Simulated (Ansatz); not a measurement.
## YMnO3: computed properties

Level of theory: Ansatz, DFT r2SCAN, scalar-relativistic, plane waves, PAW.

Plane waves to 500 eV, a k mesh through Γ of 12×12×4 on the computed 10-atom cell and Gaussian smearing (0.10 eV); collinear spin from starting moments 0 0 3.56 3.56 0 0 0 0 0 0 μB.

The structure is relaxed at this level of theory with its symmetry kept.

```
Y Mn O
1.0
     3.58257    0.00000    0.00000
    -1.79128    3.10259    0.00000
     0.00000    0.00000   11.24532
Y Mn O
2 2 6
Direct
  0.00000 0.00000 0.00000
  0.00000 0.00000 0.50000
  0.33333 0.66667 0.25000
  0.66667 0.33333 0.75000
  0.00000 0.00000 0.25000
  0.00000 0.00000 0.75000
  0.33333 0.66667 0.08465
  0.66667 0.33333 0.58465
  0.33333 0.66667 0.41535
  0.66667 0.33333 0.91535
```

| Quantity | Value |
| --- | --- |
| Space group | P6_3/mmc (No. 194) |
| Volume per atom | 12.50 Å³ |
| Generalised Kohn–Sham band gap | none (metal) |
| Density of states at the Fermi level | 0.04 states/eV per cell (so small that it hangs on the mesh: a semimetal, or crossings between mesh points) |
| Löwdin character within 0.5 eV of the Fermi level | O 2p 48 %, Mn 3d 45 % |
| Bader charges (e) | Y (2 in the cell) 2.26, Mn (2 in the cell) 1.76, O (2 in the cell) -1.29, O (4 in the cell) -1.36 |
| Total moment | 8.00 μB per cell |
| Site moments (μB; atoms counted from 1 over the whole cell) | Mn (atom 3) 3.24, Mn (atom 4) 3.24, O (atom 5) 0.05, O (atom 6) 0.05 |

The state reached may not be the lowest one. Moments started parallel, and an antiferromagnetic order may lie lower.

Only this magnetic start was tried.